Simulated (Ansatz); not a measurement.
Mg in space group Fd-3m (No. 227; Mg on 8a, Mg on 16d) at seven volumes, PBEsol in the plane-wave PAW code Ansatz, scaled uniformly. One row is withheld.

```
V (Å³/atom)  P (GPa)
-----------  -------
21.241             ?
21.941          2.48
22.641          1.14
23.342          0.00
24.042         -0.98
24.742         -1.83
25.442         -2.56
```

Question: Fit the shown pressures and predict the withheld one.

Answer: Third-order Birch–Murnaghan: P = (3/2)B₀(x^(7/2) − x^(5/2))[1 + (3/4)(B′ − 4)(x − 1)] with x = (V₀/V)^(2/3). Least squares on the six rows gives V₀ = 23.342 Å³/atom, B₀ = 35.33 GPa, B′ = 4.04. At V = 21.241, x = 1.0649 and P = 4.03 GPa. The run itself gave 4.02 GPa.

The start of the workflow was typed in or built on a structure type; neither database checked (COD, Materials Project) lists it. It is not the phase usual at ambient conditions (space group No. 194). Symmetry was held in the PBEsol relaxation; its stability against distortions is not shown here.

Potentials: the later of the program's two PAW sets.
